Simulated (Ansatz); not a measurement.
ZnS: what the electron mass says about interband coupling

Computed with DFT r2SCAN, scalar-relativistic, plane waves, PAW in Ansatz 0.2.0.

Settings: cutoff 500 eV, Γ-centred mesh 6×6×4 on the computed 4-atom cell, Gaussian smearing of 0.02 eV; no spin polarisation.

Relaxed cell: P6_3mc, a = 3.807 Å, b = 3.807 Å, c = 6.246 Å, α = 90.00°, β = 90.00°, γ = 120.00°, 4 atoms in the primitive cell.

The direct gap at Γ is 2.776 eV, and at Γ the conduction band has a mass of 0.2066 mₑ and the lightest hole 0.1967 mₑ, both along y.

Problem. Use two-band k·p theory to get the Kane energy. As an exercise, what mass follows if the true gap is 1.5 times the computed one (semilocal functionals can miss by more, threefold or worse in zinc and cadmium oxides)?

Solution. Coupling to the valence top alone gives mₑ/m* = 1 + E_P/E_g, so E_P = E_g (mₑ/m* − 1) = 2.776 × (4.84 − 1) = 10.7 eV. The light hole is the mirror band, mₑ/mₗₕ = E_P/E_g − 1, and gives 16.9 eV; the spread shows what other bands add. Fits to experiment give about 15 to 31 eV for common tetrahedral semiconductors; the figure from the electron is a net one, lowered by higher conduction bands, and semilocal functionals tend to give less. With E_P fixed and E_g = 4.16 eV the mass becomes 0.281 mₑ: in this model the mass grows with the gap, in proportion where E_P ≫ E_g, which is why functionals that close gaps give light electrons. A correction that opens the gap also strengthens the coupling, so the true mass usually rises less. Remote bands and spin-orbit splitting are left out of the model.